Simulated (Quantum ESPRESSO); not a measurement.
**Band energies of BeTe at -2 % isotropic strain**

```xyz
2
Lattice="0.0000 2.7473 2.7473 2.7473 0.0000 2.7473 2.7473 2.7473 0.0000" Properties=species:S:1:pos:R:3 pbc="T T T"
Be     0.0000     0.0000     0.0000
Te     1.3737     1.3737     1.3737
```

PBE (stringent potentials; Quantum ESPRESSO, PseudoDojo norm-conserving, 107 Ry, without SOC); path ΓXWKΓLUWLK,UX; energies in eV from the valence-band maximum.

| k (1/Å) | point | band 10 | band 11 | band 12 | band 13 | band 14 | band 15 | band 16 | band 17 |
|---|---|---|---|---|---|---|---|---|---|
| 0.00 | Γ | -36.39 | -12.81 | 0.00 | 0.00 | 0.00 | 3.57 | 3.57 | 3.57 |
| 0.34 |  | -36.39 | -12.50 | -1.50 | -0.99 | -0.99 | 3.03 | 5.01 | 5.01 |
| 0.80 |  | -36.39 | -11.33 | -4.45 | -2.54 | -2.54 | 2.08 | 3.26 | 8.44 |
| 1.14 | X | -36.39 | -10.71 | -5.51 | -2.93 | -2.93 | 1.80 | 2.58 | 10.24 |
| 1.26 |  | -36.39 | -10.71 | -5.48 | -3.03 | -3.00 | 2.00 | 2.76 | 9.98 |
| 1.72 | W | -36.39 | -10.67 | -4.91 | -4.10 | -3.57 | 5.34 | 5.52 | 5.74 |
| 2.12 | K | -36.39 | -10.73 | -5.12 | -4.30 | -2.48 | 2.60 | 5.34 | 8.19 |
| 2.52 |  | -36.39 | -11.37 | -4.69 | -3.49 | -1.35 | 3.78 | 5.64 | 6.36 |
| 2.93 |  | -36.39 | -12.38 | -2.44 | -1.44 | -0.30 | 4.06 | 4.08 | 4.58 |
| 3.33 | Γ | -36.39 | -12.81 | 0.00 | 0.00 | 0.00 | 3.57 | 3.57 | 3.57 |
| 3.73 |  | -36.39 | -12.40 | -2.73 | -0.56 | -0.56 | 3.58 | 4.33 | 4.33 |
| 4.03 |  | -36.39 | -11.71 | -5.02 | -1.07 | -1.07 | 3.38 | 4.64 | 4.64 |
| 4.32 | L | -36.39 | -11.28 | -6.02 | -1.26 | -1.26 | 3.30 | 4.58 | 4.58 |
| 4.42 |  | -36.39 | -11.26 | -5.99 | -1.46 | -1.31 | 3.47 | 4.53 | 4.70 |
| 4.82 |  | -36.39 | -10.89 | -5.34 | -3.83 | -2.13 | 2.99 | 6.74 | 6.95 |
| 5.02 | U | -36.39 | -10.73 | -5.12 | -4.30 | -2.48 | 2.60 | 5.34 | 8.19 |
| 5.23 |  | -36.39 | -10.71 | -5.03 | -4.21 | -3.01 | 3.56 | 5.43 | 7.09 |
| 5.43 | W | -36.39 | -10.67 | -4.91 | -4.10 | -3.57 | 5.34 | 5.52 | 5.74 |
| 5.63 |  | -36.39 | -10.77 | -5.09 | -4.04 | -2.97 | 4.65 | 5.06 | 6.70 |
| 5.93 |  | -36.39 | -11.11 | -5.75 | -2.56 | -1.77 | 4.05 | 4.36 | 5.99 |
| 6.24 | L | -36.39 | -11.28 | -6.02 | -1.26 | -1.26 | 3.30 | 4.58 | 4.58 |
| 6.32 |  | -36.39 | -11.26 | -6.00 | -1.41 | -1.30 | 3.43 | 4.54 | 4.68 |
| 6.67 |  | -36.39 | -10.96 | -5.48 | -3.48 | -2.00 | 3.15 | 6.40 | 6.49 |
| 6.94 | K | -36.39 | -10.73 | -5.12 | -4.30 | -2.48 | 2.60 | 5.34 | 8.19 |
| 6.94 | U | -36.39 | -10.73 | -5.12 | -4.30 | -2.48 | 2.60 | 5.34 | 8.19 |
| 7.34 | X | -36.39 | -10.71 | -5.51 | -2.93 | -2.93 | 1.80 | 2.58 | 10.24 |

The PBE gap is indirect, 1.80 eV, from Γ to X; the smallest direct gap is 3.57 eV.

Without spin-orbit coupling, band edges of such heavy elements can be off by tenths of an eV.

Geometry strained from the cell relaxed with PBEsol, atoms relaxed again.
